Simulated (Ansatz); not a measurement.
Below is a relaxed structure of AsPb. The cell was found from a structure generator's guess, not taken from experiment.

Computed with Ansatz 0.2.0, DFT PBE, scalar-relativistic, plane waves, PAW. Cutoff 420 eV, Γ-centred mesh, Gaussian smearing, no spin polarisation.

```cif
data_structure
_symmetry_space_group_name_H-M 'P 1'
_symmetry_Int_Tables_number 1
_cell_length_a 3.7138
_cell_length_b 3.7138
_cell_length_c 3.7138
_cell_angle_alpha 90.000
_cell_angle_beta 90.000
_cell_angle_gamma 90.000
_cell_volume 51.22
loop_
_atom_site_label
_atom_site_type_symbol
_atom_site_fract_x
_atom_site_fract_y
_atom_site_fract_z
_atom_site_occupancy
As1 As 0.50000 0.50000 0.50000 1
Pb1 Pb 0.00000 0.00000 0.00000 1
```

Formation energies are uncorrected and refer to the elements' standard structures at the same level.

(1) Find its symmetry and describe it.

(2) How far does it lie from the elements in energy?

(3) Is it a metal?

## Answers

(1) Pm-3m (No. 221), the caesium chloride type. Conventional cell: a = 3.714 Å. As has 8 Pb at 3.22 Å and 6 As at 3.71 Å; Pb is surrounded by 8 As at 3.22 Å and 6 Pb at 3.71 Å.

(2) +0.20 eV/atom. It can't be a ground state, since the elements alone are lower.

(3) Yes, bands cross the Fermi level on the 16×16×14 mesh.

The last run used a 16×16×14 mesh (in the run's order of axes) for its 2-atom cell and Gaussian smearing of 0.10 eV. The end has P4/mmm (No. 123) at a tolerance of 0.01 Å; the cell shown is made exact in the group found at 0.05 Å. Spin–orbit coupling, which can matter for Pb, is left out. An odd number of electrons in the primitive cell allows no gap without spin; a larger cell or a magnetic state could open one. The cell is a metal run without spin; a magnetic state may lie lower. The reference form of As is held partly by dispersion forces, which this level lacks. A structure relaxed within its symmetry needn't be a true minimum.
